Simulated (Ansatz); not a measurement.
This cell of AlCo (CsCl type) is off equilibrium:

```yaml
crystal:
  lattice:
    - [2.91948, 0.00000, 0.00000]
    - [0.00000, 2.91948, 0.00000]
    - [0.00000, 0.00000, 2.74431]
  atoms:
    - { symbol: Al, position: [0.00000, 0.00000, 0.00000] }
    - { symbol: Co, position: [0.50000, 0.50000, 0.50000] }
```

All values below come from PBEsol (plane waves to 420 eV, PAW, scalar-relativistic; Ansatz, a program for electronic structure). k mesh 16×16×16 (Γ-centred), Fermi-Dirac smearing 0.05 eV. E stands for the smeared free energy. Stress and pressure are positive under compression. With partly filled bands, the response to shear is sensitive to the k mesh, so small differences along c/a are uncertain. AlCo is run without spin polarisation. AlCo was relaxed with its symmetry unable to fall.

**Question.** What is the stress tensor (GPa)?

**Answer.** 
```
  -10.5      0.0      0.0
    0.0    -10.5      0.0
    0.0      0.0      1.6
```
The pressure, a third of the trace, is -6.4 GPa.

**Question.** It is the relaxed cell deformed to V/V₀ = 1.040, (c/a)/(c/a)₀ = 0.940, c along z, fractional positions held. What is its energy relative to the relaxed cell?

**Answer.** 27 meV/atom.

(A scan under strain: stresses follow from slopes of the energy per volume, elastic moduli from its curvatures.)
